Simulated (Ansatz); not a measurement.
Input:

CrAgS2:
```xyz
4
Lattice="1.7379 1.0034 6.6652 -1.7379 1.0034 6.6652 0.0000 -2.0067 6.6652" Properties=species:S:1:pos:R:3 pbc="T T T"
Cr     0.0000     0.0000     0.0196
Ag     0.0000     0.0000     3.0707
S      0.0000     0.0000    14.6779
S      0.0000     0.0000     5.4546
```
The run is spin-polarised; directions of the spins, atom by atom: ↑ 0 0 0.

This is the PBEsol-relaxed structure. Cartesian axes are those of the cell as given.

Task: All from PBEsol in the plane-wave PAW code Ansatz, unless another level is named. Give the band gap.

Result: 0.48 eV (indirect).

Task: Next, the electron effective mass?

Result: 0.42, 0.45, 6.3 mₑ (principal values).

Task: Predict the smallest direct gap on the standard path.

Result: 0.81 eV.

Task: Give the hole effective mass.

Result: 0.33, 1.8, 1.9 mₑ (principal values).

Task: Next, the conduction-band minimum?

Result: off the standard path, at k = (0.240, -0.344, -0.344) in fractions of the reciprocal vectors.

Space group R3m. The first step of the workflow began from a Materials Project structure, measured or hypothetical; the Crystallography Open Database files this formula in space group No. 160, but the cells were not matched. Whether it is the stable phase at ambient conditions was not checked. The cell was relaxed with PBEsol under the symmetry of its start; whether a distortion lowers the energy is not shown. The final state is ferromagnetic, chosen from 2 collinear starts compared on coarse meshes (ties went to the first, and starts can fall back to one state), not a proven ground state. No Hubbard U is applied. Scalar-relativistic: spin–orbit coupling is off unless named, which matters more the heavier the elements.

Potentials: the later of the program's two PAW sets.
